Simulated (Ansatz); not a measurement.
Relaxed candidate structures of As:

A. Pm-3m (No. 221), cP1; a = b = c = 2.7057 Å, α = β = γ = 90.00°; As 1b (0.500, 0.500, 0.500)

B. P6₃/mmc (No. 194), hP2; a = b = 3.6503 Å, c = 3.5295 Å, α = β = 90.00°, γ = 120.00°; As 2d (0.667, 0.333, 0.250)

C. Pm-3n (No. 223), cP8; a = b = c = 5.3762 Å, α = β = γ = 90.00°; As 6c (0.000, 0.500, 0.250); As 2a (0.000, 0.000, 0.000)

Order them by energy per atom (lowest first) at the level r2SCAN (plane waves to 500 eV, PAW, scalar-relativistic; Ansatz, a first-principles code).

A (reference, the lowest among the structures calculated here), B (+0.20 eV/atom), C (+0.65 eV/atom)

 1 generated cell of layers, chains or molecules, poorly bound without dispersion, is left out. Each run could gain symmetry but not lose that of its start, so entries can be saddle points. Known forms of As include space group No. 166. That form is not among the structures calculated here. All of these are generated cells (placed on structure types, drawn at random, substituted or restacked) that were not matched to a known phase here. Static energies at zero pressure. No spin polarisation in the result.
